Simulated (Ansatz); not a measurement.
# Computed properties of CrGe2

CrGe2:
```
CELL_PARAMETERS angstrom
      0.00000     3.00409     3.00409
      3.00409     0.00000     3.00409
      3.00409     3.00409     0.00000
ATOMIC_POSITIONS crystal
  Cr 0.00000 0.00000 0.00000
  Ge 0.25000 0.25000 0.25000
  Ge 0.75000 0.75000 0.75000
```
The run is spin-polarised; directions of the spins, atom by atom: ↑ 0 0.

Space group Fm-3m (No. 225), fluorite or antifluorite type; conventional cell a = b = c = 6.008 Å, α = β = γ = 90.00°.

Method: PBE in the plane-wave PAW code Ansatz. The cell and atoms are relaxed at this level. Other levels are named where they apply.

Cell and energy:

| Quantity | Value |
|---|---|
| Volume per atom | 18.07 Å³ |
| Density | 6.04 g/cm³ |
| Formation energy from the elements (no fitted shifts) | 0.24 eV/atom |

Electronic structure:

| Quantity | Value |
|---|---|
| Electronic character | metallic (no gap) |
| Density of states at the Fermi level | 0.46 states/eV per atom (mean over ±0.08 eV) |

Magnetism:

| Property | Value |
|---|---|
| Magnetic order | ferromagnetic |
| Net moment | 1.07 μB per atom |

Mechanics:

| Property | Result |
|---|---|
| Bulk modulus (Birch–Murnaghan fit) | 79.4 GPa |
| Pressure derivative B′ | 3.9 |

The cell is a constructed one: a structure type filled with these elements; neither database checked (COD, Materials Project) lists it. Whether it is the stable phase at ambient conditions was not checked. Symmetry was held in the PBE relaxation; its stability against distortions is not shown here. The final state is ferromagnetic, chosen from 3 collinear starts compared on coarse meshes (ties went to the first, and starts can fall back to one state), not a proven ground state. The references are the lowest solids computed at this level, not always the standard phases. Scalar-relativistic: spin–orbit coupling is off unless named, which matters more the heavier the elements.

Potentials: the later of the program's two PAW sets.
